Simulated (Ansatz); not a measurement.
VO2:
```cif
data_O4V2
_chemical_formula_sum 'V2 O4'
_space_group_name_H-M_alt 'P 1'
_space_group_IT_number 1
_cell_length_a 4.53519
_cell_length_b 4.53624
_cell_length_c 2.80306
_cell_angle_alpha 90.000
_cell_angle_beta 90.000
_cell_angle_gamma 90.000
loop_
_space_group_symop_operation_xyz
  'x, y, z'
loop_
_atom_site_label
_atom_site_type_symbol
_atom_site_fract_x
_atom_site_fract_y
_atom_site_fract_z
_atom_site_occupancy
V1 V 0.00000 0.00000 0.00000 1
O1 O 0.20108 0.79912 0.50000 1
O2 O 0.79892 0.20088 0.50000 1
O3 O 0.29892 0.29912 0.00000 1
O4 O 0.70108 0.70088 0.00000 1
V2 V 0.50000 0.50000 0.50000 1
```
Starting moments (μB, in the order of the atoms V O O O O V): 1.1 0.0 0.0 0.0 0.0 1.1.

Relaxed with PBEsol.

Which orbitals make up the states near the Fermi level in the program Ansatz at the PBEsol level (PAW)?

Within 0.5 eV of the Fermi level: V 3d 83 %, O 2p 16 %. Projections are on Löwdin-orthogonalised atomic valence shells; empty p or d shells of many metals are not among them.

Tabulate the density of states.

States/eV per cell of 6 atoms, in 0.25 eV bins, energy from the Fermi level.

```csv
E (eV),total,O 2p,V 3d,O 2s
-7.85,0.25,0.17,0.06,0.00
-7.60,0.98,0.66,0.25,0.01
-7.35,1.83,1.25,0.48,0.02
-7.10,3.62,2.52,0.93,0.02
-6.85,5.57,3.99,1.35,0.03
-6.60,6.78,4.91,1.65,0.02
-6.35,6.64,4.77,1.69,0.02
-6.10,3.85,2.71,1.05,0.02
-5.85,2.88,2.03,0.77,0.03
-5.60,4.40,3.11,1.15,0.05
-5.35,4.15,3.07,0.93,0.06
-5.10,3.95,3.03,0.75,0.07
-4.85,4.40,3.46,0.76,0.07
-4.60,5.19,4.31,0.67,0.06
-4.35,5.14,4.33,0.62,0.05
-4.10,4.16,3.44,0.59,0.04
-3.85,4.85,4.01,0.71,0.03
-3.60,4.79,3.89,0.81,0.03
-3.35,5.18,4.31,0.78,0.02
-3.10,3.70,3.13,0.51,0.02
-2.85,4.32,3.78,0.48,0.02
-2.60,4.50,4.10,0.34,0.02
-2.35,2.78,2.59,0.16,0.01
-2.10,1.18,1.11,0.06,0.00
-1.85,0.68,0.64,0.04,0.00
-1.60,0.21,0.19,0.02,0.00
-1.35,0.00,0.00,0.00,0.00
-1.10,0.06,0.00,0.06,0.00
-0.85,0.65,0.06,0.58,0.00
-0.60,1.97,0.22,1.72,0.01
-0.35,2.61,0.41,2.16,0.01
-0.10,2.97,0.48,2.45,0.01
0.15,3.14,0.52,2.57,0.02
0.40,4.92,0.72,4.13,0.02
0.65,6.12,0.92,5.10,0.02
0.90,5.19,0.92,4.18,0.02
1.15,5.01,1.06,3.86,0.02
1.40,4.75,0.99,3.67,0.02
1.65,4.11,0.65,3.38,0.02
1.90,2.88,0.58,2.23,0.01
2.15,2.62,0.65,1.91,0.02
2.40,1.62,0.27,1.18,0.13
2.65,1.93,0.33,1.36,0.18
2.90,1.48,0.28,1.02,0.14
3.15,2.84,0.45,2.01,0.30
3.40,3.26,0.68,2.21,0.28
3.65,2.63,0.65,1.73,0.18
3.90,4.26,1.25,2.71,0.20
4.15,3.23,0.99,2.04,0.13
4.40,3.73,1.18,2.34,0.12
4.65,3.06,1.06,1.86,0.07
4.90,2.15,0.77,1.29,0.04
```

Space group P4_2/mnm (rutile). This is a known high-temperature phase of the composition, computed here at zero pressure and temperature. The PBEsol relaxation kept the symmetry of its start; whether a distortion lowers the energy is not shown. Spin order of the final state: ferromagnetic, chosen from 2 collinear starts compared on coarse meshes (ties went to the first, and starts can fall back to one state), not a proven ground state. No Hubbard U is applied. The compound may be a true metal, but semilocal functionals without U, or a wrong spin order, can also close a gap.

Potentials: the later of the program's two PAW sets.
